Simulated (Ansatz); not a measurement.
CsSnI₃ in space group Pnma (No. 62; Cs on 4c, Sn on 4a, I on 4c, I on 8d), plane-wave PAW PBEsol (Ansatz code). The conduction-band minimum lies at Γ, with 1 equivalent valley. Second derivatives d²E/dk² of the lowest band at one valley (eV·Å²), along Cartesian directions:

| direction | d²E/dk² |
|---|---|
| [100] | 38.58 |
| [010] | 8.792 |
| [001] | 112.1 |
| [110] | 23.69 |
| [101] | 74.64 |
| [011] | 58.79 |

### Question
Find the principal effective masses, the density-of-states mass and the conductivity mass.

### Answer
Off-diagonal terms follow from H_xy = H[110] − (H_xx + H_yy)/2, and m*/mₑ = 7.620 eV·Å² over each eigenvalue: 0.068, 0.20, 0.87. One valley's DOS mass (m₁m₂m₃)^(1/3) = 0.23, conductivity mass 3/(Σ 1/mᵢ) = 0.14 mₑ.

### Question
What effective density of states Nc follows at 300 K for parabolic valleys?

### Answer
Nc = 2.509e19 × 1 × (0.23)^(3/2) ≈ 2.8e18 cm⁻³.

The PBEsol relaxation kept the symmetry of its start. Spin–orbit coupling is left out wherever it is not named.

Potentials: the later of the program's two PAW sets.

Edges and masses are those of Kohn–Sham bands, whose gap is no quasiparticle gap.
